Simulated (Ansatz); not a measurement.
BaO (rock salt), relaxed and computed with several functionals in Ansatz (plane waves, PAW).

```
functional  a (Å)  gap (eV)  B₀ by P(V) fit (GPa)
----------  -----  --------  --------------------
PBE         5.574      2.10                  69.1
HSE06       5.531      3.30                  75.4
LDA         5.434      1.68                  85.8
```

All cells were relaxed under the symmetry of their starts (and spin orders); stability against distortions was not tested throughout. Spin–orbit coupling is left out wherever it is not named.

Potentials: the later of the program's two PAW sets.

Ansatz (a program for electronic structure) is a plane-wave DFT program.
